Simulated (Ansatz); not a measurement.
A geometry of Pt away from equilibrium: step 2 of the relaxation of a relaxed Pt cell, doubled along one cell vector, shaken by Gaussian noise of σ = 0.08 Å a coordinate. The numbers are results of PBE (plane waves to 420 eV, PAW, scalar-relativistic; Ansatz, a first-principles code), not measurements. Γ-centred k-mesh 4×8×12 on the run's cell (coarser than for final values), Fermi–Dirac smearing 0.05 eV.

```yaml
crystal:
  lattice:
    - [9.03594, 0.07490, 0.00210]
    - [-2.22655, 3.90100, -0.00319]
    - [0.00063, -0.00184, 2.71427]
  atoms:
    - { symbol: Pt, position: [0.00847, 0.01721, 0.01605] }
    - { symbol: Pt, position: [0.50858, 0.03067, 0.01330] }
    - { symbol: Pt, position: [0.17068, 0.68447, 0.53393] }
    - { symbol: Pt, position: [0.66552, 0.67662, 0.52134] }
    - { symbol: Pt, position: [0.33050, 0.32462, 0.53600] }
    - { symbol: Pt, position: [0.83833, 0.35698, 0.51445] }
```

Q: Predict the force on each atom, in eV/Å.

A: 
| atom | Fx | Fy | Fz |
|---|---|---|---|
| Pt1 | -0.46 | 0.04 | 0.07 |
| Pt2 | 0.15 | -0.44 | 0.07 |
| Pt3 | 0.24 | -1.04 | -0.02 |
| Pt4 | -0.31 | 0.62 | -0.03 |
| Pt5 | 0.09 | 1.29 | -0.05 |
| Pt6 | 0.29 | -0.47 | -0.05 |

Q: What is the pressure?

A: +1.0 GPa, compression positive.

No spin polarisation in the result.

The end of the path is a generated cell of Pt: the first start was made by placing the elements on the sites of a structure type, and the end was not matched to a known phase here, so it may be hypothetical. Known forms of Pt include space group No. 225.
